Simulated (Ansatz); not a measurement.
Level of theory: Ansatz 0.2.0, DFT, r2SCAN, plane waves (500 eV) with PAW, scalar-relativistic. The PAW files were generated under PBE, with cores re-solved for the functional.

An element in the hcp structure gives this curve. The cell is scaled uniformly from the relaxed one, with fractional coordinates and shape fixed. Energies are extrapolated to zero smearing, pressures are those at the given smearing. Magnetic state: spin not included.

| V (Å³/atom) | E − E₀ (meV/atom) | P (GPa) |
| --- | --- | --- |
| 14.086 | 79.8 | 14.98 |
| 14.726 | 32.6 | 8.90 |
| 15.367 | 7.4 | 3.98 |
| 16.007 | 0.0 | 0.00 |
| 16.647 | 6.9 | -3.20 |
| 17.287 | 25.3 | -5.76 |
| 17.928 | 52.8 | -7.81 |

Question: Which element is it?
A. rhenium
B. aluminium
C. palladium
D. titanium

Answer: B. Its fit is V₀ = 16.00 Å³/atom, B₀ = 89 GPa, B₀′ = 4.4.
